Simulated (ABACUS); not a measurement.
A self-consistent single point of AlGa3N4 (Pm, 8 atoms in the cell; from Materials Project mp-1228943, changed as shown).

```
AlGa3N4
1.0
    5.08487     0.00000     0.00000
    0.00000     3.09841     0.00000
   -0.00367     0.00000     5.41894
Al Ga N
1 3 4
Direct
  0.00050   0.50000   0.66730
  0.49910   0.50000   0.33520
  0.49910   0.00000   0.83130
  0.99990   0.00000   0.16620
  0.11920   0.50000   0.34130
  0.11680   0.00000   0.82530
  0.62020   0.00000   0.16610
  0.63260   0.50000   0.66730
```

All values come from this method and carry its errors: LDA (PW92), PseudoDojo 0.4 standard norm-conserving LDA (tails mended) pseudopotentials (plane waves; ABACUS 3.10.1).

ABACUS settings:

| setting | value |
|---|---|
| KPT | Gamma 3 7 3 0 0 0 |
| basis_type | pw |
| dft_functional | PWLDA |
| ecutwfc | 84 Ry |
| smearing_method | fd |
| smearing_sigma | 0.00367493 Ry |
| potentials | PseudoDojo 0.4 standard norm-conserving LDA (tails mended) |
| symmetry | 1 |
| symmetry_prec | 1e-05 |
| ks_solver | dav_subspace |
| scf_nmax | 100 |
| scf_thr | 1.0e-09 Ry |
| mixing_type | broyden |

Results:

Number of valence electrons: 62
Number of bands: 41
Number of k-points after the program's reduction: 20
Number of plane waves (most at a k-point): 7513
Number of SCF iterations: 10
FFT grid: 60 × 36 × 60
Free energy E − TS: -7433.2449 eV
Pressure: 2.85 GPa
Largest force (vector length): 0.301 eV/Å

Forces (eV/Å):
```tsv
atom	Fx	Fy	Fz
Al1	-0.046	0.000	-0.064
Ga2	-0.068	0.000	0.112
Ga3	-0.079	0.000	0.079
Ga4	-0.071	0.000	-0.106
N5	0.114	0.000	-0.050
N6	0.174	0.000	0.246
N7	0.066	0.000	-0.112
N8	-0.090	0.000	-0.105
```

Stress (GPa, positive for compression):
```
 1.52   0.00  -0.04
 0.00   5.32   0.00
-0.04   0.00   1.72
```

For comparison: a first run was changed to give this one (lattice vector b scaled by 0.99), and from it to this one the free energy goes up by 2.0 meV/atom, the pressure goes from 0.68 to 2.85 GPa and the largest force goes from 0.177 to 0.301 eV/Å.

The structure comes from a collection of computed structures, made at another level of theory; the collection holds predicted forms beside known ones. Its lattice was then scaled.

Cost on one core: about 2.9 core-minutes (a rough figure).

“Tails mended”: in these copies of the files the far tail of each local potential was reset to the Coulomb form.
